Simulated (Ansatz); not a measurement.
A geometry of MgF₂ away from equilibrium: step 12 of the relaxation of a randomly generated symmetric cell of MgF2 (space group No. 102). The numbers are results of PBEsol (plane waves to 420 eV, PAW, scalar-relativistic; Ansatz, an electronic-structure program), not measurements. Γ-centred k-mesh 7×7×4 on the run's cell (coarser than for final values), Fermi–Dirac smearing 0.05 eV.

```xyz
6
Lattice="3.7166 0.0000 0.0000 0.0000 3.7166 0.0000 0.0000 0.0000 5.2737" Properties=species:S:1:pos:R:3:forces:R:3 pbc="T T T" free_energy=-7034.222 pressure_GPa=5.2
F      0.9291     0.9291     4.8923    0.0003    0.0003    0.0001
F      2.7876     2.7876     4.8923   -0.0003   -0.0003    0.0001
F      0.9292     2.7874     2.2555   -0.0003    0.0003    0.0001
F      2.7874     0.9292     2.2555    0.0003   -0.0003    0.0001
Mg     0.0000     0.0000     0.9372    0.0000    0.0000   -0.0003
Mg     1.8583     1.8583     3.5740    0.0000    0.0000   -0.0003
```

Positions in Å, forces in eV/Å, free energy of the cell in eV (comparable only within this code, potentials and settings). Largest force: all forces are below 0.005 eV/Å; the geometry lies 0.06 eV/atom above the end of its relaxation.

No spin polarisation in the result.

The run could not lose the symmetry of its start: the end is stationary, and may be a saddle point rather than a minimum.

The end of the path is a generated cell of MgF2: the first start was made by a random draw of sites in a space group, and the end was not matched to a known phase here, so it may be hypothetical. Known forms of MgF2 include space group No. 136.
